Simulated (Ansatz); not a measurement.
Given:

Nb₂Si:
```cif
data_Nb4Si2
_chemical_formula_sum 'Si2 Nb4'
_space_group_name_H-M_alt 'P 1'
_space_group_IT_number 1
_cell_length_a 4.58166
_cell_length_b 4.58166
_cell_length_c 5.39718
_cell_angle_alpha 90.000
_cell_angle_beta 90.000
_cell_angle_gamma 120.000
loop_
_space_group_symop_operation_xyz
  'x, y, z'
loop_
_atom_site_label
_atom_site_type_symbol
_atom_site_fract_x
_atom_site_fract_y
_atom_site_fract_z
_atom_site_occupancy
Si1 Si 0.33333 0.66667 0.25000 1
Si2 Si 0.66667 0.33333 0.75000 1
Nb1 Nb 0.00000 0.00000 0.00000 1
Nb2 Nb 0.00000 0.00000 0.50000 1
Nb3 Nb 0.33333 0.66667 0.75000 1
Nb4 Nb 0.66667 0.33333 0.25000 1
```

This is the PBE-relaxed structure.

All from PBE (plane waves, PAW; program Ansatz), unless another level is named. Estimate the electronic character.

metallic (no gap).

Predict the formation energy from the elements (no fitted shifts).

-0.35 eV/atom.

What about the density of states at the Fermi level?

0.81 states/eV per atom (mean over ±0.08 eV).

Space group P6_3/mmc. A made-up cell: these elements were put on the sites of a structure type; neither database checked (COD, Materials Project) lists it. Whether it is the stable phase at ambient conditions was not checked. The cell was relaxed with PBE under the symmetry of its start; whether a distortion lowers the energy is not shown. The run is not spin-polarised. The references are the lowest solids computed at this level, not always the standard phases. Spin–orbit coupling is left out wherever it is not named.

Potentials: the later of the program's two PAW sets.
